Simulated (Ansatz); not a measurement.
A relaxed cell of AlGa2P3 is given with its symmetry left out. The cell was found from a structure generator's guess, not taken from experiment.

Theory: Ansatz 0.2.0, DFT PBE, scalar-relativistic, plane waves, PAW. Cutoff 420 eV, Γ-centred mesh, Gaussian smearing, no spin polarisation.

```
CELL_PARAMETERS angstrom
3.89363 0.00000 0.00000
-1.94682 3.37198 0.00000
0.00000 0.00000 9.53958
ATOMIC_POSITIONS crystal
Al 0.33333 0.66667 0.66688
Ga 0.00000 0.00000 0.00000
Ga 0.66667 0.33333 0.33315
P 0.00000 0.00000 0.74938
P 0.33333 0.66667 0.41714
P 0.66667 0.33333 0.08346
```

Energies over the elements count from the elements' standard structures at the same level, with no fitted energy shifts. The references include black phosphorus.

Task: What space group does it have?

Result: P3m1 (No. 156), with Al and Ga ordered on zinc blende sites. Conventional cell: a = 3.894 Å, c = 9.540 Å. Al is surrounded by 4 P at 2.38 Å; Ga on its first site is surrounded by 4 P at 2.38–2.39 Å; around Ga on its second site lie 4 P at 2.38–2.39 Å; P on its first site is surrounded by 3 Al at 2.38 Å and 1 Ga at 2.39 Å; 2 more sites not described.

Task: What is its formation energy per atom?

Result: −0.498 eV/atom. A negative formation energy is needed for stability but isn't enough: competing phases decide.

Task: Is it a metal?

Result: No, the gap on the 12×12×4 mesh is 1.64 eV.

The last run used a 12×12×4 mesh (in the run's order of axes) for its 6-atom cell and Gaussian smearing of 0.02 eV. Kohn–Sham gaps at this level usually fall short of measured ones. The reference form of P is held partly by dispersion forces, which this level lacks. A structure relaxed within its symmetry needn't be a true minimum.
